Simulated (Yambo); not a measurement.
A G0W0@PBEsol run in Yambo for HfS₂ (CdI2 type, space group P-3m1, No. 164) (6×6×2 Γ-centred k mesh, bands 3 to 200 and a 7 Ry block in the screening, 200 bands in G with the Bruneval-Gonze terminator, plasmon pole fitted at 27.2 eV) gives these matrix elements, in eV, at the band edges (Γ → L):

| state | E0 | <Vxc> | <Σx> | <Σc(E0)> | Z |
|---|---|---|---|---|---|
| valence edge | 0.000 | -13.420 | -15.826 | 1.648 | 0.780 |
| conduction edge | 0.776 | -12.430 | -7.881 | -3.908 | 0.800 |

Q: Solve the linearised quasiparticle equation for both states, give the gap, and say how exchange and correlation each act on it.

A: E = E0 + Z(Σx + Σc − Vxc). Valence: 0.000 + 0.780 × (-15.826 + (1.648) − (-13.420)) = -0.59 eV. Conduction: 0.776 + 0.800 × (-7.881 + (-3.908) − (-12.430)) = 1.29 eV. The gap is 1.88 eV, against 0.78 eV in PBEsol. Replacing Vxc by bare exchange alone would open it by 6.96 eV; correlation takes back 5.56 eV of that, and Z scales what is left. Nearest settings tried, and what they do to the gap: 128 bands in G: +5 meV; 128 bands in W, 128 bands in G: +16 meV; 2 Ry block (35 vectors against 147): -178 meV. Not varied: mesh. So the settings aren't converged at that level. 

Spin-orbit coupling is included.

Geometry relaxed with PBE+D3(BJ); primitive cell a = 3.609 Å, b = 3.609 Å, c = 5.758 Å, α = 90.00°, β = 90.00°, γ = 120.00°.
